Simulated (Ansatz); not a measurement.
Input and command of a plane-wave DFT calculation in Ansatz:

```yaml
crystal:
  lattice:
    - [2.1034800504, 1.2144447733, 9.8714625907]
    - [-2.1034800504, 1.2144447733, 9.8714625907]
    - [0.0, -2.4288895466, 9.8714625907]
  atoms:
    - { symbol: Ge, position: [0.597823, 0.597823, 0.597823] }
    - { symbol: Sb, position: [0.3977, 0.3977, 0.3977] }
    - { symbol: Te, position: [0.99836, 0.99836, 0.99836] }
    - { symbol: Te, position: [0.792575, 0.792575, 0.792575] }
    - { symbol: Te, position: [0.213543, 0.213543, 0.213543] }
basis:
  ecutwfc: 420
kpoints:
  mp_grid: { grid: [6, 6, 6] }
hamiltonian:
  xc: pbe
  dispersion: d3bj
scf:
  occupations: { method: gaussian, width: 0.1 }
output:
  forces: true
  stress: true
  eigenvalues: true
```

```bash
ansatz run input.yaml --threads 2 --pin off --max-ram 5120MiB --backend cpu --events-out ev --progress --plain --runs-dir out
```

Processor: Arm Neoverse V2, 2 threads, on a host shared with other jobs.

Estimate time, memory and problem size.

About 9.5 s on 2 threads of Arm Neoverse V2, on a shared host, peak memory 0.49 GiB. It solves 47 bands at 32 k points (the mesh reduced by the symmetry that the task leaves, which can be less than the crystal's) with about 2913 plane waves, in 9 SCF iterations.